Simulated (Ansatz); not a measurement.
NbC (rock salt, space group No. 225) at seven volumes, the program Ansatz at the PBE level (PAW), scaled uniformly. One row is withheld.

```csv
V (Å³/atom),P (GPa)
10.262,34.54
10.600,21.17
10.939,9.76
11.277,0.00
11.615,?
11.953,-15.47
12.292,-21.56
```

Question: Fit the shown pressures and predict the withheld one.

Answer: P = (3/2)B₀(x^(7/2) − x^(5/2))[1 + (3/4)(B′ − 4)(x − 1)] with x = (V₀/V)^(2/3). Least squares on the six rows gives V₀ = 11.277 Å³/atom, B₀ = 300 GPa, B′ = 4.21. At V = 11.615, x = 0.9805 and P = -8.33 GPa. The run itself gave -8.34 GPa.

Space group Fm-3m (rock salt). The PBE relaxation kept the symmetry of its start; phonons on a q-mesh show no instability. No spin polarisation was allowed.

Potentials: the later of the program's two PAW sets.
